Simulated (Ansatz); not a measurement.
CuI:
```
CuI
1.0
    0.00000     3.01145     3.01145
    3.01145     0.00000     3.01145
    3.01145     3.01145     0.00000
I Cu
1 1
Direct
  0.75000   0.75000   0.75000
  0.00000   0.00000   0.00000
```

Cartesian axes are those of the cell as given.

Q: Give the high-frequency dielectric tensor and the Born effective charge tensors of the independent atoms from DFPT, r²SCAN (plane waves, PAW; program Ansatz).

A: 
ε∞:
```
5.70  0.00  0.00
0.00  5.70  0.00
0.00  0.00  5.70
```
Z* of atom 1 (I), rows: field, columns: displacement, in e:
```
-1.04   0.00   0.00
 0.00  -1.04   0.00
 0.00   0.00  -1.04
```
Z* of atom 2 (Cu), rows: field, columns: displacement, in e:
```
1.04  0.00  0.00
0.00  1.04  0.00
0.00  0.00  1.04
```

Static charges for comparison (Bader): I1 -0.38, Cu2 +0.38 e. Born charges measure polarisation by displacement and can exceed these by far.

Space group F-43m (zinc blende). The cell was relaxed with r²SCAN under the symmetry of its start; phonons on a q-mesh show no instability. No spin polarisation was allowed. Scalar-relativistic: spin–orbit coupling is off unless named, which matters more the heavier the elements.

Potentials: the later of the program's two PAW sets.
